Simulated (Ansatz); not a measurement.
B$_{4}$C:
```
B4C
1.0
    2.81619     1.62593     4.02535
   -2.81619     1.62593     4.02535
    0.00000    -3.25185     4.02535
B C
12 3
Direct
  0.30846   0.80643   0.80643
  0.69154   0.19357   0.19357
  0.80643   0.30846   0.80643
  0.19357   0.69154   0.19357
  0.80643   0.80643   0.30846
  0.19357   0.19357   0.69154
  0.67024   0.99407   0.99407
  0.32976   0.00593   0.00593
  0.99407   0.67024   0.99407
  0.00593   0.32976   0.00593
  0.99407   0.99407   0.67024
  0.00593   0.00593   0.32976
  0.60976   0.60976   0.60976
  0.39024   0.39024   0.39024
  0.50000   0.50000   0.50000
```

Relaxed with r²SCAN. Special points in fractions of this cell's reciprocal vectors: Γ (0.000, 0.000, 0.000); T (0.500, 0.500, 0.500); H2 (0.725, 0.275, 0.500); H0 (0.500, -0.275, 0.275); L (0.500, 0.000, 0.000); S0 (0.388, -0.388, 0.000); S2 (0.612, 0.000, 0.388); F (0.500, 0.000, 0.500).

Problem. List the band energies nearest the valence-band maximum at these points for the program Ansatz at the r²SCAN level (PAW).

Solution. In eV from the valence-band maximum; about four levels below and three above (degenerate sets whole), none deeper than 8.9 eV; points with the same levels are listed once.

| k | below | above |
|---|---|---|
| Γ | -0.99 -0.99 -0.06 -0.06 | 2.79 2.79 5.42 |
| T | -1.30 -0.69 -0.69 -0.34 | 2.16 2.16 4.48 |
| H2 | -1.95 -1.48 -1.07 -1.01 | 2.31 2.53 4.45 |
| L | -2.06 -1.94 -1.01 -0.02 | 1.81 2.53 4.75 |
| S0 | -2.09 -2.06 -0.84 -0.67 | 2.15 2.58 4.03 |
| F | -1.96 -1.70 -0.65 -0.47 | 2.51 2.61 3.91 |

Space group R-3m. The first step of the workflow began from a Materials Project structure, measured or hypothetical; the Crystallography Open Database copy checked does not list it. Its standing as an ambient phase is unchecked. The cell was relaxed with r²SCAN under the symmetry of its start; whether a distortion lowers the energy is not shown.

Potentials: the later of the program's two PAW sets.
